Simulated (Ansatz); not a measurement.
**What settings do to one calculation: (111) superlattice of 8 and 4 atomic planes of zincblende InP and AlAs, in-plane a of AlAs, 12 atoms**

Ansatz (PAW, plane waves), atoms fixed. The base input:

```yaml
crystal:
  lattice:
    - [2.837049, -2.837049, 0.000000]
    - [0.000000, 2.837049, -2.837049]
    - [11.823991, 11.823991, 11.823991]
  atoms:
    - { symbol: In, position: [0.025727, 0.000026, 0.005189] }
    - { symbol: In, position: [0.059494, 0.015702, 0.504145] }
    - { symbol: In, position: [0.315511, 0.659610, 0.167071] }
    - { symbol: In, position: [0.658484, 0.345056, 0.339111] }
    - { symbol: P, position: [0.977884, 0.967999, 0.124620] }
    - { symbol: P, position: [0.027217, 0.046282, 0.635037] }
    - { symbol: P, position: [0.328274, 0.649804, 0.304474] }
    - { symbol: P, position: [0.668706, 0.332553, 0.463539] }
    - { symbol: Al, position: [0.350670, 0.699851, 0.672062] }
    - { symbol: Al, position: [0.657431, 0.333811, 0.840958] }
    - { symbol: As, position: [0.324548, 0.661558, 0.805326] }
    - { symbol: As, position: [0.704926, 0.338126, 0.960028] }
kpoints:
  mp_grid: { grid: [4, 4, 1] }
hamiltonian:
  xc: pbesol
scf:
  occupations: { method: fermi_dirac, width: 0.01 }
output:
  forces: true
  eigenvalues: true
  stress: true
  populations: true
```

Command:

```sh
ansatz run in.yaml --threads 2 --pin off --max-ram 30400MiB --runs-dir r --events-out ev --progress --plain --backend cuda --devices 0, --max-vram 18GiB
```

It converged in 8 iterations and 15 s of wall time on one NVIDIA H100 with 2 processor threads, on a host shared with other runs; peak host memory 1.1 GiB; largest force component 2.17 eV/Å, pressure 4.08 GPa. The cutoff was the default, 420 eV. The base isn't a converged reference: it has few k points, and its atoms are unrelaxed. Each run below changes the keys shown and caps the iterations.

| run | changed | ending | iterations | free energy less the base (meV per atom) | rms change of forces (eV/Å) | change of pressure (GPa) | wall time (s, shared host) |
| --- | --- | --- | --- | --- | --- | --- | --- |
| 1 | xc_grid 2 (2 is the default), max_iter 80, k points a 3×3×3 mesh centred on Γ | converged | 8 | 80.2 | 0.051 | 0.48 | 16 GPU |
| 2 | occupations gaussian, max_iter 50 | converged | 8 | 0.0 | 0.000 | 0.00 | 14 GPU |
| 3 | ecutrho_ratio 2, max_iter 80 | converged | 8 | -0.1 | 0.000 | 0.01 | 14 GPU |
| 4 | mixing algorithm anderson, max_iter 100 | converged | 8 | 0.0 | 0.000 | 0.00 | 16 GPU |
| 5 | ecutwfc 350 eV, max_iter 50 | converged | 8 | 5.3 | 0.002 | 0.03 | 18 GPU |
| 6 | dispersion d4, max_iter 50 | converged | 8 | other zero | 0.002 | -1.27 | 20 GPU |

«Other zero»: another functional, charge or dispersion term moves the zero of energy, so the difference says nothing of accuracy.

Problem. Which changes leave the result alone, and which of the same physical model moves the forces most?

Solution. The forces move by under 0.002 eV/Å in runs 2, 3, 4, 5. Run 1 (xc_grid 2 (2 is the default), max_iter 80, k points a 3×3×3 mesh centred on Γ) moves them most among the runs with the same functional, charge and dispersion term, by 0.051 eV/Å.
